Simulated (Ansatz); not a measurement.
TlBr (rock salt, Fm-3m), PBE+D3(BJ) in the plane-wave PAW code Ansatz: ε∞ = 4.62, cell volume 77.82 Å³. Infrared-active transverse modes:

| ω_TO (cm⁻¹) | oscillator strength S_xx (e²/amu) |
|---|---|
| 45.4 | 0.000 |
| 45.5 | 0.06001 |

Problem. Compute the static dielectric constant.

Solution. Each mode adds (4.921e7/V) S/ω²: 0.00, 18.37. So ε0 = 23.0.

The cell is a constructed one: a structure type filled with these elements; the Crystallography Open Database copy checked does not list it. COD files the formula under space group No. 221, so this cell is another polymorph or a model. Its standing as an ambient phase is unchecked. The cell was relaxed with PBE+D3(BJ) under the symmetry of its start; phonons on a q-mesh show no instability. Spin–orbit coupling is left out wherever it is not named.

Potentials: the later of the program's two PAW sets.
